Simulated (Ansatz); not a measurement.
**Levels of theory for In4BiP3 (ordering on zincblende)**

All numbers come from Ansatz 0.2.0. Values at 0 K without nuclear motion; no magnetic order is allowed, and the phase may be a hypothetical one.

In4BiP3, ordered on the zincblende lattice (P-43m) with 8 atoms a cell, relaxed with r2SCAN. Around P lie 4 In at 2.60 Å; around In lie 3 P at 2.60 Å and 1 Bi at 2.80 Å; around Bi lie 4 In at 2.80 Å.

Space group P-43m (No. 215). a = 6.117 Å, b = 6.117 Å, c = 6.117 Å, α = 90.00°, β = 90.00°, γ = 90.00°
```json
{"atom": "P", "site": "3d", "symmetry": "-42.m", "x": "0.5000", "y": "0.0000", "z": "0.0000"}
{"atom": "In", "site": "4e", "symmetry": ".3m", "x": "0.2353", "y": "0.7647", "z": "0.7647"}
{"atom": "Bi", "site": "1b", "symmetry": "-43m", "x": "0.5000", "y": "0.5000", "z": "0.5000"}
```

Band edges at fixed r2SCAN geometry:

| level | k mesh | gap (eV) | kind | edges | least direct gap (eV) |
| --- | --- | --- | --- | --- | --- |
| PBE | 4×4×4 | 0 | – | – | – |
| PBE+SOC | 4×4×4 | 0 | – | – | – |
| r2SCAN | 4×4×4 | 0 | – | – | – |

All runs use a smearing of 0.02 eV.
Wave cutoffs: 420 eV, 500 eV (r2SCAN). Set aside, since their points miss a band edge that the other levels read or their mesh is too coarse: HSE06.

With r2SCAN the gap closes, the bands meeting at Γ. PBE+SOC gives a gap of zero: filled and empty bands touch at Γ. With so small a gap spin-orbit coupling can invert the bands, which the size of the gap doesn't show: the edges may have crossed and parted again.

No level opens a gap, but no hybrid is among them, and semilocal functionals can close a real gap.

Only the levels marked +SOC include spin-orbit coupling.
